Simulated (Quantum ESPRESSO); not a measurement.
```
CELL_PARAMETERS angstrom
      0.00000     2.54212     2.54212
      2.54212     0.00000     2.54212
      2.54212     2.54212     0.00000
ATOMIC_POSITIONS crystal
  Li 0.00000 0.00000 0.00000
  Cl 0.50000 0.50000 0.50000
```
The geometry is a computed Materials Project entry, not a measured one. It is LiCl in Fm-3m. Stability against distortions was not tested.

With PBE (σ by GIPAW in a modified build of Quantum ESPRESSO; JTH PAW datasets, 25 Ha):

```csv
quantity,PBE
σ_iso Cl (ppm),909.6
```

Shieldings are absolute and leave out the bulk-susceptibility term; a larger σ means a smaller chemical shift. By our sweeps, such settings leave a few ppm in absolute σ. The datasets of Cl hold no d projectors, which limits absolute σ on these atoms.

Q: What does the LDA, on its own JTH datasets and the same geometry, give?

A: 
```
quantity          LDA  LDA − PBE
--------------  -----  ---------
σ_iso Cl (ppm)  877.7      -31.9
```
